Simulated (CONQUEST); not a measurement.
A self-consistent single point of Zn2SeS (P-4m2, 4 atoms in the cell; from Materials Project mp-1215430, changed as shown).

```yaml
crystal:
  lattice:
    - [3.98748, 0.00000, 0.00000]
    - [0.00000, 3.98748, 0.00000]
    - [0.00000, 0.00000, 5.63256]
  atoms:
    - { symbol: Zn, position: [0.50000, 0.00000, 0.76306] }
    - { symbol: Zn, position: [0.00000, 0.50000, 0.23694] }
    - { symbol: Se, position: [0.00000, 0.00000, 0.50000] }
    - { symbol: S, position: [0.50000, 0.50000, 0.00000] }
```

Level of theory: CONQUEST with LDA (PW92), numerical atomic orbitals double-zeta with polarisation (the shipped basis), PseudoDojo norm-conserving potentials made for LDA.

CONQUEST settings:

- basis = DZP
- Diag.MPMeshX, Y, Z = 6 6 4
- potentials = PseudoDojo norm-conserving LDA
- Grid.GridCutoff = 175 Ha
- DM.SolutionMethod = diagon
- Diag.kT = 0.0001 Ha
- Diag.GammaCentred = true
- minE.SCTolerance = 1.0e-07
- SC.MaxIters = 100
- SC.LinearMixingFactor = 0.3
- SC.KerkerPreCondition = true
- SC.KerkerFactor = 0.1 1/bohr
- AtomMove.TypeOfRun = static

Estimate, at this level of theory: gap on the k-point mesh and pressure.

The run gave:

```
Property                    Result
-----------------------  ---------
Gap on the k-point mesh    1.31 eV
Pressure                 -4.74 GPa
```

Gaps are taken between levels on the mesh.

For comparison: a first run was changed to give this one (lattice scaled by 1.02), and from it to this one the free energy rises by 25.1 meV/atom, the pressure goes from -1.22 to -4.74 GPa and the gap on the mesh goes from 1.596 to 1.311 eV.

The program uses no crystal symmetry, so grid and mesh can part values that symmetry would make equal. The atom-centred basis is finite, which shifts total energies, pressures and gaps against plane waves. The structure comes from a collection of computed structures, made at another level of theory; the collection holds predicted forms beside known ones.

Cost on one core: very roughly 40 core-seconds.
